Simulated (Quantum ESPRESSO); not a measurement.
```
Al2O3
1.0
    2.37908     1.37356     4.32990
   -2.37908     1.37356     4.32990
    0.00000    -2.74712     4.32990
Al O
4 6
Direct
  0.35188   0.35188   0.35188
  0.14812   0.14812   0.14812
  0.64812   0.64812   0.64812
  0.85188   0.85188   0.85188
  0.55622   0.94378   0.25000
  0.25000   0.55622   0.94378
  0.94378   0.25000   0.55622
  0.44378   0.05622   0.75000
  0.75000   0.44378   0.05622
  0.05622   0.75000   0.44378
```
The cell was made here from an entry of the Crystallography Open Database (unchecked): atoms relaxed with PBE in the measured cell (PBE without dispersion, pw.x of a modified build of Quantum ESPRESSO, symmetry kept).  Stability against distortions was not tested.

A lattice sum over point charges, one formal value an element (Al +3, O -2), with no Sternheimer factor, costs far less than a self-consistent run. Taken along the main axis of each site's self-consistent tensor, it gives:

```json
[
 {"site": "Al (atoms 1, 2, 3, 4)", "V along that axis, point charges (a.u.)": "0.013"},
 {"site": "O (atoms 5, 6, 7, 8, 9, 10)", "V along that axis, point charges (a.u.)": "-0.121"}
]
```

Task: How do the values of PBE PAW (JTH datasets; density from pw.x of Quantum ESPRESSO, gradients reconstructed from it by a script) compare?

Result: 
```json
[
 {"site": "Al", "Vzz, PAW (a.u.)": "0.058", "PAW over point charges": "4.6"},
 {"site": "O", "Vzz, PAW (a.u.)": "-0.391", "PAW over point charges": "3.2"}
]
```
  Cores are frozen. Against all-electron runs on small test molecules, this scheme's |Vzz| missed by −7 % on Al, −2 to +6 % on O.
